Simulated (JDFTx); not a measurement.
```json
{
  "surface": "Rh(100)",
  "bulk": "Rh, Fm-3m, lattice of mp-74 (not re-optimised)",
  "slab": "4 atoms in 4 planes, 1x1, 5.7 Å between the outermost planes",
  "in-plane cell": "2.691 × 2.691 Å, 7.24 Å²",
  "cell_height": "21.7 Å",
  "sampling": "8×8×1 k mesh, Fermi smearing 0.01 Ha, no spin polarisation"
}
```

All numbers are PBE, GBRV ultrasoft potentials, plane waves to 20/100 Ha results from a modified build of JDFTx, not measurements. Liquid on both sides: SCCS (g09 parameters), water, 1 M KF; nuclei fixed, outer atoms relaxed in vacuum. U vs SHE = −μ/e − 4.44 V throughout (conventional absolute potential of the hydrogen electrode). Both faces are the same ideal termination; reconstructions, overlayers and chemisorbed solvent are outside this model. Convergence in thickness and k mesh wasn't tested for this slab.

Q: Predict the potential of zero charge and the surface charge against electrode potential.

A: The potential of zero charge is 0.48 V vs SHE.

| U (V vs SHE) | μ (eV) | excess electrons per cell | σ (μC/cm², per face) | run |
|---|---|---|---|---|
| 0.10 | -4.54 | 0.037 | -4.0 | fixed potential |
| 0.30 | -4.74 | 0.018 | -2.0 | fixed potential |
| 0.48 | -4.92 | 0.000 | 0.0 | neutral |
